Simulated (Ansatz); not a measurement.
V₃Ga:
Space group Pm-3n (No. 223); a = 4.722 Å, b = 4.722 Å, c = 4.722 Å, α = 90.00°, β = 90.00°, γ = 90.00°

```tsv
atom	site	symmetry	x	y	z
V	6c	-4m.2	0.0000	0.5000	0.2500
Ga	2a	m-3.	0.0000	0.0000	0.0000
```

Relaxed with PBEsol.

Which orbitals make up the states near the Fermi level in DFT-PBEsol in the program Ansatz with PAW potentials?

Within 0.5 eV of the Fermi level: V 3d 88 %, Ga 4p 5 %. Projections are on Löwdin-orthogonalised atomic valence shells; empty p or d shells of many metals are not among them.

Tabulate the density of states.

States/eV per cell of 8 atoms, in 0.25 eV bins, energy from the Fermi level.

| E (eV) | total | V 3d | Ga 4p | V 4s |
|---|---|---|---|---|
| -7.85 | 1.27 | 0.08 | 0.09 | 0.50 |
| -7.60 | 1.39 | 0.12 | 0.09 | 0.47 |
| -7.35 | 2.10 | 0.26 | 0.11 | 0.56 |
| -7.10 | 4.00 | 0.68 | 0.12 | 0.73 |
| -6.85 | 3.86 | 0.87 | 0.07 | 0.37 |
| -6.60 | 0.48 | 0.16 | 0.01 | 0.01 |
| -6.35 | 0.00 | 0.00 | 0.00 | 0.00 |
| -6.10 | 0.00 | 0.00 | 0.00 | 0.00 |
| -5.85 | 0.00 | 0.00 | 0.00 | 0.00 |
| -5.60 | 0.00 | 0.00 | 0.00 | 0.00 |
| -5.35 | 0.00 | 0.00 | 0.00 | 0.00 |
| -5.10 | 0.00 | 0.00 | 0.00 | 0.00 |
| -4.85 | 0.20 | 0.04 | 0.10 | 0.06 |
| -4.60 | 1.32 | 0.27 | 0.61 | 0.35 |
| -4.35 | 3.21 | 0.82 | 1.39 | 0.74 |
| -4.10 | 5.66 | 1.83 | 2.23 | 1.10 |
| -3.85 | 2.84 | 1.12 | 1.02 | 0.46 |
| -3.60 | 1.62 | 0.70 | 0.56 | 0.23 |
| -3.35 | 2.06 | 0.83 | 0.78 | 0.35 |
| -3.10 | 5.10 | 2.52 | 1.72 | 0.69 |
| -2.85 | 6.42 | 3.62 | 1.94 | 0.70 |
| -2.60 | 4.86 | 3.09 | 1.22 | 0.43 |
| -2.35 | 7.15 | 5.25 | 1.38 | 0.37 |
| -2.10 | 7.60 | 5.74 | 1.34 | 0.33 |
| -1.85 | 8.81 | 6.60 | 1.52 | 0.33 |
| -1.60 | 13.50 | 10.91 | 1.60 | 0.39 |
| -1.35 | 12.34 | 10.66 | 1.07 | 0.27 |
| -1.10 | 7.31 | 6.51 | 0.37 | 0.24 |
| -0.85 | 8.75 | 7.91 | 0.32 | 0.29 |
| -0.60 | 3.43 | 3.03 | 0.13 | 0.12 |
| -0.35 | 13.47 | 11.86 | 0.69 | 0.27 |
| -0.10 | 13.84 | 11.99 | 0.76 | 0.45 |
| 0.15 | 13.29 | 11.63 | 0.70 | 0.41 |
| 0.40 | 2.93 | 2.69 | 0.11 | 0.03 |
| 0.65 | 3.38 | 3.16 | 0.09 | 0.02 |
| 0.90 | 4.94 | 4.60 | 0.16 | 0.03 |
| 1.15 | 6.32 | 5.92 | 0.18 | 0.05 |
| 1.40 | 6.33 | 5.94 | 0.16 | 0.08 |
| 1.65 | 7.33 | 6.88 | 0.18 | 0.11 |
| 1.90 | 11.20 | 10.64 | 0.25 | 0.11 |
| 2.15 | 14.95 | 14.25 | 0.33 | 0.15 |
| 2.40 | 14.59 | 13.67 | 0.45 | 0.21 |
| 2.65 | 14.35 | 13.37 | 0.36 | 0.32 |

The workflow started from a Materials Project entry (that database holds measured and hypothetical structures alike); the Crystallography Open Database copy checked does not list it. Its standing as an ambient phase is unchecked. Symmetry was held in the PBEsol relaxation; whether a distortion lowers the energy is not shown. The workflow began spin-polarised and lost its moments. Spin–orbit coupling is left out wherever it is not named.

Potentials: the later of the program's two PAW sets.
